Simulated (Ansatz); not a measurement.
Sr2InN2 — coordination and 87Sr quadrupole coupling

Cell: a computed structure from the Materials Project (it need not be an observed phase), taken as it stands.

```cif
data_Sr2InN2
_symmetry_space_group_name_H-M 'Cmce'
_symmetry_Int_Tables_number 64
_cell_length_a 5.3934
_cell_length_b 12.0241
_cell_length_c 12.9107
_cell_angle_alpha 90.000
_cell_angle_beta 90.000
_cell_angle_gamma 90.000
loop_
_atom_site_label
_atom_site_type_symbol
_atom_site_symmetry_multiplicity
_atom_site_Wyckoff_symbol
_atom_site_fract_x
_atom_site_fract_y
_atom_site_fract_z
Sr1 Sr 8 f 0.0000 0.9628 0.8581
Sr5 Sr 8 f 0.0000 0.6410 0.9506
In In 8 f 0.0000 0.7632 0.6790
N13 N 8 f 0.0000 0.9376 0.6391
N17 N 8 f 0.0000 0.6538 0.5506
```

One atom of each set is listed; the run and its k-mesh use a cell of 20 atoms with edges of 6.59, 6.59, 12.91 Å.

All values are calculated (Ansatz; DFT, r2SCAN, plane waves and PAW, scalar-relativistic, 500 eV cutoff, Γ-centred 7×7×3 k-points, Fermi–Dirac smearing 0.05 eV), not measured.

Q(87Sr) = 305.0 mb.

**Question.** Rank these Sr sites by |C_Q|, smallest first.
A. Sr5: 5 N at 2.61–2.78 Å
B. Sr1: 5 N at 2.58–2.85 Å

**Answer.** A (46.3 MHz, η = 0.93), B (52.2 MHz, η = 0.51).

The run finds no gap above 0.1 eV (a metal, or nearly one), so the gradients can move by 10 % or more with the k-mesh. Without spin–orbit coupling (the program notes it for Sr) the gradients can shift somewhat, as the gap is small.
